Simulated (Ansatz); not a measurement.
Given:

Si$_{3}$N$_{4}$:
```yaml
crystal:
  lattice:
    - [0.00000, 3.87188, 3.87188]
    - [3.87188, 0.00000, 3.87188]
    - [3.87188, 3.87188, 0.00000]
  atoms:
    - { symbol: Si, position: [0.62500, 0.62500, 0.62500] }
    - { symbol: Si, position: [0.12500, 0.62500, 0.62500] }
    - { symbol: Si, position: [0.62500, 0.12500, 0.62500] }
    - { symbol: Si, position: [0.62500, 0.62500, 0.12500] }
    - { symbol: Si, position: [0.25000, 0.25000, 0.25000] }
    - { symbol: Si, position: [0.00000, 0.00000, 0.00000] }
    - { symbol: N, position: [0.86755, 0.86755, 0.86755] }
    - { symbol: N, position: [0.39735, 0.86755, 0.86755] }
    - { symbol: N, position: [0.86755, 0.39735, 0.86755] }
    - { symbol: N, position: [0.86755, 0.86755, 0.39735] }
    - { symbol: N, position: [0.38245, 0.38245, 0.38245] }
    - { symbol: N, position: [0.85265, 0.38245, 0.38245] }
    - { symbol: N, position: [0.38245, 0.85265, 0.38245] }
    - { symbol: N, position: [0.38245, 0.38245, 0.85265] }
```

This is the PBEsol-relaxed structure.

Q: All from plane-wave PAW PBEsol (Ansatz code), unless another level is named. Give the Debye temperature from the elastic constants.

A: 1290 K.

Q: Next, the highest zone-centre frequency (without LO–TO term)?

A: 954 cm^-1.

Q: And the elastic constants (relaxed ions, GPa)?

A: C11 = 535, C12 = 194, C44 = 332.

Space group Fd-3m. The PBEsol relaxation kept the symmetry of its start; of distortions, only those at the zone centre were tested.

Potentials: the later of the program's two PAW sets.
